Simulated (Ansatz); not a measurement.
RhN in the zincblende structure

The computed numbers are results of PBE, scalar-relativistic (no spin polarisation) in the plane-wave PAW code Ansatz at 420 eV, Γ-centred 12×12×12 mesh, 0.05 eV Gaussian smearing. The datasets are Ansatz's generated set soft_2.

```
CELL_PARAMETERS angstrom
0.00000 2.29960 2.29960
2.29960 0.00000 2.29960
2.29960 2.29960 0.00000
ATOMIC_POSITIONS crystal
Rh 0.00000 0.00000 0.00000
N 0.25000 0.25000 0.25000
```

The structure was built from a prototype; whether the compound forms in it isn't claimed.

The cell above was scaled in volume, its shape and atoms being fixed by the lattice's symmetry. Energies are counted from the cell above.

Cell and atoms are those of this level's equilibrium.

```tsv
V (Å³/atom)	ΔE (meV/atom)	P from the stress (GPa)
11.492	28.54	14.33
11.674	14.66	9.98
11.917	3.52	4.71
12.161	0.00	0.00
12.404	3.28	-4.20
12.647	12.56	-7.93
13.012	36.26	-12.77
13.377	70.05	-16.84
```

**Question.** Do the energies and the pressures agree? Compare −ΔE/ΔV between neighbouring points (1 meV/Å³ = 0.1602 GPa) with the mean of their pressures.

**Answer.** 
```json
{"interval (Å³/atom)": "11.49 to 11.67", "−ΔE/ΔV (GPa)": "12.2", "mean P (GPa)": "12.2"}
{"interval (Å³/atom)": "11.67 to 11.92", "−ΔE/ΔV (GPa)": "7.3", "mean P (GPa)": "7.3"}
{"interval (Å³/atom)": "11.92 to 12.16", "−ΔE/ΔV (GPa)": "2.3", "mean P (GPa)": "2.4"}
{"interval (Å³/atom)": "12.16 to 12.40", "−ΔE/ΔV (GPa)": "-2.2", "mean P (GPa)": "-2.1"}
{"interval (Å³/atom)": "12.40 to 12.65", "−ΔE/ΔV (GPa)": "-6.1", "mean P (GPa)": "-6.1"}
{"interval (Å³/atom)": "12.65 to 13.01", "−ΔE/ΔV (GPa)": "-10.4", "mean P (GPa)": "-10.4"}
{"interval (Å³/atom)": "13.01 to 13.38", "−ΔE/ΔV (GPa)": "-14.8", "mean P (GPa)": "-14.8"}
```
They differ by 0.06 GPa at most.

**Question.** What do the two routes give for V0, B0 and B0′?

**Answer.** A third-order Birch–Murnaghan fit of the energies: V0 = 12.16 Å³/atom, B0 = 223 GPa, B0′ = 4.9. A polynomial of P in ln V, with B = −dP/d ln V at P = 0: V0 = 12.16 Å³/atom, B0 = 222 GPa, B0′ = 4.7.

B0·V0 = 222.5 GPa × 12.16 Å³ = 16.89 eV/atom sets the scale: near the minimum ΔE ≈ ½ B0 V0 x², with x = V/V0 − 1, and a pressure of 2.2 GPa squeezes the volume by about 1 %. At the ends of the curve: x = −5.5 % predicts 25.5 meV/atom and the run gives 28.5; x = +10.0 % predicts 84.5 meV/atom and the run gives 70.1. The curve is steeper than the parabola on the compressed side and flatter on the expanded side: the bulk modulus rises with pressure. The run is a metal.
